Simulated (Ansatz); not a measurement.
An Ansatz (a program for electronic structure) run. Input:

Ansatz 0.2 input:
```yaml
crystal:
  lattice:
    - [3.8548115019, 0.0, 0.0]
    - [0.0, 3.8548115019, 0.0]
    - [0.0, 0.0, 3.8548115019]
  atoms:
    - { symbol: Sr, position: [0.0, 0.0, 0.0] }
    - { symbol: Ti, position: [0.5, 0.5, 0.5] }
    - { symbol: O, position: [0.5, 0.0, 0.5] }
    - { symbol: O, position: [0.0, 0.5, 0.5] }
    - { symbol: O, position: [0.5, 0.5, 0.0] }
kpoints:
  mp_grid: { grid: [7, 7, 7] }
hamiltonian:
  xc: lda
  pseudopotentials: { azcp: { folder: ./paw }, kind: paw }
scf:
  occupations: { method: fixed }
elastic: { mode: relaxed_ion, stencil: two_point, amplitude: 0.005, f_tol: 0.0005 }
```

Output (shortened):

```
Pseudopotential: Sr, paw, valence charge 10
Pseudopotential: Ti, paw, valence charge 12
Pseudopotential: O, paw, valence charge 6
Functional definition: SPW92
Crystal: 5 atoms, lattice volume = 57.281 Å³
Basis set: ecut = 420 eV, 1141 PW (Γ)
Bands: 25, of which v1, the nominal top of the filled ones, is band 20 counted from 1 (19 counted from 0)
Symmetry: 48 space group operations
Space group: Pm-3m (ITA 221), of the structure as read, at distance tolerance 3.9e-5 Å
k-points: 20 of 343
SCF 1 converged in 13 iterations: F = -7569.453880 eV  dr2 = 7.22e-16
Crystal: 5 atoms, lattice volume = 56.994 Å³
Symmetry: 16 space group operations
k-points: 40 of 343
SCF 2 converged in 11 iterations: F = -7569.452140 eV  dr2 = 6.28e-15
Crystal: 5 atoms, lattice volume = 57.567 Å³
SCF 3 converged in 8 iterations: F = -7569.452158 eV  dr2 = 5.11e-14
Crystal: 5 atoms, lattice volume = 57.280 Å³
Symmetry: 8 space group operations
k-points: 64 of 343
SCF 4 converged in 10 iterations: F = -7569.453360 eV  dr2 = 6.25e-15
Crystal: 5 atoms, lattice volume = 57.280 Å³
SCF 5 converged in 7 iterations: F = -7569.453360 eV  dr2 = 7.38e-14
SCF converged after 13 iterations
Free energy (F): -7569.453880 eV
Harris-Foulkes:  -7569.453880 eV  (|F-HF|=2.73e-12)
Internal energy: -7569.453880 eV  (E = F + TS)
E sigma→0 (E₀):  -7569.453880 eV
Fermi energy:    10.063208 eV
--- Per-component energies (eV) ---
  E_band       = -193.343167
  E_kinetic    = 1021.102771
  E_local      = -2412.091612  (includes V_loc(G=0)·N_el)
  E_nonlocal   = 461.887881
  E_hartree    = 831.605746
  E_xc         = -504.289138
  E_vxc        = -577.915883  (∫ρ·V_xc dr)
  E_paw        = -4039.636586  (= ΣΔE_a)
  E_vpaw       = -349.540160  (= ΣTr[D̂ρ^β])
  E_aug_tail   = 0.002344  (compensation charges beyond the density's cutoff)
  E_ewald      = -2928.946135
  E_core_change = 0.910850  (= ΣΔE_core)
  E_smearing   =  0.000000  (= −TS)
  E_closure    =  0.000000  (closes the sum)
  Σ components = -7569.453880   (vs F -7569.453880, Δ=0.00e0)
--- Forces (eV/Å), atoms counted from 1 ---
  atom   1  Sr     0.00000000     0.00000000     0.00000000
  atom   2  Ti     0.00000000     0.00000000     0.00000000
  atom   3  O      0.00000000     0.00000000     0.00000000
  atom   4  O      0.00000000     0.00000000     0.00000000
  atom   5  O      0.00000000     0.00000000     0.00000000
  max |Σ_I F_I| component: 0.0 eV/Å
--- Stress (GPa, compression-positive) ---
       -0.003792       0.000000       0.000000
        0.000000      -0.003792       0.000000
        0.000000       0.000000      -0.003792
  P = ⅓ Tr σ = -0.0038 GPa (-0.038 kbar)
--- Band table (eV; the first three rows and the last of 20) ---
  k-point 0: bands = ["-45.4849", "-22.2634", "-22.1045", "-22.1045", "-22.1045", "-7.1349", "-6.0867", "-6.0867", "-4.3102", "-4.3102", "-4.3102", "7.2760", "7.2760", "7.2760", "8.8814", "8.8814", "8.8814", "9.8194", "9.8194", "9.8194", "11.9897", "11.9897", …
  k-point 1: bands = ["-45.4847", "-22.2812", "-22.1037", "-22.1037", "-22.0969", "-7.1540", "-6.0844", "-6.0777", "-4.2993", "-4.2993", "-4.1493", "6.9940", "7.2523", "7.2523", "8.6009", "8.6009", "8.6855", "9.1945", "9.6907", "9.6907", "12.0243", "12.4782", …
  k-point 2: bands = ["-45.4841", "-22.3193", "-22.1020", "-22.1020", "-22.0812", "-7.2754", "-6.0571", "-5.9253", "-4.2745", "-4.2745", "-3.8466", "6.3281", "7.2057", "7.2057", "8.0701", "8.0701", "8.1927", "8.2964", "9.5251", "9.5251", "12.1047", "13.3748", …
  k-point 19: bands = ["-45.4813", "-22.1963", "-22.1769", "-22.1769", "-22.1698", "-5.8738", "-5.6985", "-5.6985", "-4.5655", "-4.5655", "-4.4172", "5.5310", "5.8989", "5.8989", "6.1819", "6.3059", "6.3059", "9.9705", "9.9705", "10.0632", "14.7107", …
--- Elastic constants: 2 strain directions × 2 members + reference (group order 48) ---
  dense FFT box of the reference and of every strained cell: 27×27×27
  strains applied: 11, 23; error gains: componentwise 1.00 (the most a stress slope's error grows in a printed constant), spectral 1.73 (1 for all six strains …
  C = ∂σ_k/∂η_j (tension-positive GPa; Voigt order 11 22 33 23 13 12):
       384.425    111.109    111.109      0.000      0.000      0.000
       111.109    384.425    111.109      0.000      0.000      0.000
       111.109    111.109    384.425      0.000      0.000      0.000
         0.000      0.000      0.000    118.964      0.000      0.000
         0.000      0.000      0.000      0.000    118.964      0.000
         0.000      0.000      0.000      0.000      0.000    118.964
  reference stress σ⁰ (GPa):      0.004      0.004      0.004      0.000      0.000      0.000
  moduli (Voigt/Reuss/Hill, GPa): K = 202.21/202.21/202.21   G = 126.04/125.46/125.75   E = 312.48   ν = 0.242
  mechanically stable: yes (min eigenvalue of sym C = 118.96 GPa)
  strain η (Voigt 11):  stress-route row diagonal C_11 = 384.42 GPa, energy-path curvature d²(F+E_count+ΔE)/dδ²/Ω₀ = 384.00 GPa
         δ    σ_11 (GPa)             F (eV)   n_scf  n_hpsi   n_pw
    -5.000e-3      -1.9682       -7569.4521395      11   22745   1141   relax 0 steps, max|allowed force component| 0.0 eV/Å
     5.000e-3       1.8761       -7569.4521579       8   19253   1141   relax 0 steps, max|allowed force component| 0.0 eV/Å
  strain η (Voigt 23):  stress-route row diagonal C_44 = 118.96 GPa, energy-path curvature d²(F+E_count+ΔE)/dδ²/Ω₀ = 119.17 GPa
         δ    σ_23 (GPa)             F (eV)   n_scf  n_hpsi   n_pw
    -5.000e-3      -0.5948       -7569.4533597      10   33795   1141   relax 0 steps, max|allowed force component| 0.0 eV/Å
     5.000e-3       0.5948       -7569.4533597       7   27904   1141   relax 0 steps, max|allowed force component| 0.0 eV/Å
```

Cost: around 7 core-seconds (rough) on shared cores.

The cell was relaxed with LDA under the symmetry of its start. At this level the phase is dynamically unstable (imaginary phonons). The run is not spin-polarised. Spin–orbit coupling is left out wherever it is not named.

Potentials: the earlier of the program's two PAW sets. The files were generated under PBE; for other functionals the program regenerates the frozen cores, and for LDA and PBEsol the local potential too.

Ansatz is a plane-wave DFT program.
